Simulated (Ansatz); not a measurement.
CeO₂ (fluorite, space group No. 225) under volume change, the program Ansatz at the PBE level (PAW), scaled uniformly.

```tsv
V (Å³/atom)	E − E(relaxed) (meV/atom)	P (GPa)
12.375	___	___
12.783	29.6	12.31
13.191	7.0	5.65
13.599	0.0	-0.01
14.007	6.3	-4.80
14.415	23.8	-8.87
14.823	___	___
```

Question: Fill in the missing entries.

Answer: 
- 12.375, E − E(relaxed) (meV/atom): 70.7
- 12.375, P (GPa): 20.16
- 14.823, E − E(relaxed) (meV/atom): 50.9
- 14.823, P (GPa): -12.32

Question: What does a third-order Birch–Murnaghan fit give for V₀, B₀ and B′?

Answer: V₀ = 13.60 Å³/atom, B₀ = 173 GPa, B′ = 4.5.

Space group Fm-3m (fluorite). The cell was relaxed with PBE under the symmetry of its start. No spin polarisation was allowed. The 4f shell is in the valence. No Hubbard U is applied. Spin–orbit coupling is left out wherever it is not named.

Potentials: the earlier of the program's two PAW sets.
